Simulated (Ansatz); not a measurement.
A geometry of La$_{2}$O$_{3}$ away from equilibrium: step 5 of the relaxation of a generated trial cell of La2O3 in the AFLOW prototype A2B3_tP10_127_g_ah (D5_a). These are r2SCAN (plane waves to 500 eV, PAW, scalar-relativistic; Ansatz, a first-principles code) values and carry that method's errors. Γ-centred k-mesh 4×4×7 on the run's cell (coarser than for final values), Fermi–Dirac smearing 0.05 eV. The plane waves were selected for a different cell earlier on the path.

```xyz
10
Lattice="6.5864 0.0000 0.0000 0.0000 6.5864 0.0000 0.0000 0.0000 3.3951" Properties=species:S:1:pos:R:3 pbc="T T T"
O      0.0000     0.0000     0.0000
O      3.2932     3.2932     0.0000
O      0.9282     4.2214     1.6975
O      4.2214     5.6582     1.6975
O      2.3650     0.9282     1.6975
O      5.6582     2.3650     1.6975
La     2.1865     5.4797     0.0000
La     5.4797     4.3999     0.0000
La     1.1067     2.1865     0.0000
La     4.3999     1.1067     0.0000
```

Give the Cartesian forces on all atoms (eV/Å).


```json
[
 {"atom": "O1", "Fx": "0.00", "Fy": "0.00", "Fz": "0.00"},
 {"atom": "O2", "Fx": "0.00", "Fy": "0.00", "Fz": "0.00"},
 {"atom": "O3", "Fx": "0.10", "Fy": "0.10", "Fz": "0.00"},
 {"atom": "O4", "Fx": "0.10", "Fy": "-0.10", "Fz": "0.00"},
 {"atom": "O5", "Fx": "-0.10", "Fy": "0.10", "Fz": "0.00"},
 {"atom": "O6", "Fx": "-0.10", "Fy": "-0.10", "Fz": "0.00"},
 {"atom": "La7", "Fx": "-0.84", "Fy": "-0.84", "Fz": "0.00"},
 {"atom": "La8", "Fx": "-0.84", "Fy": "0.84", "Fz": "0.00"},
 {"atom": "La9", "Fx": "0.84", "Fy": "-0.84", "Fz": "0.00"},
 {"atom": "La10", "Fx": "0.84", "Fy": "0.84", "Fz": "0.00"}
]
```

The path ends in P4/mbm (No. 127). No spin polarisation in the result.

The run could not lose the symmetry of its start: the end is stationary, and may be a saddle point rather than a minimum.

The end of the path is a generated cell of La2O3: the first start was made by placing the elements on the sites of a structure type, and the end was not matched to a known phase here, so it may be hypothetical. Known forms of La2O3 include space group No. 164.
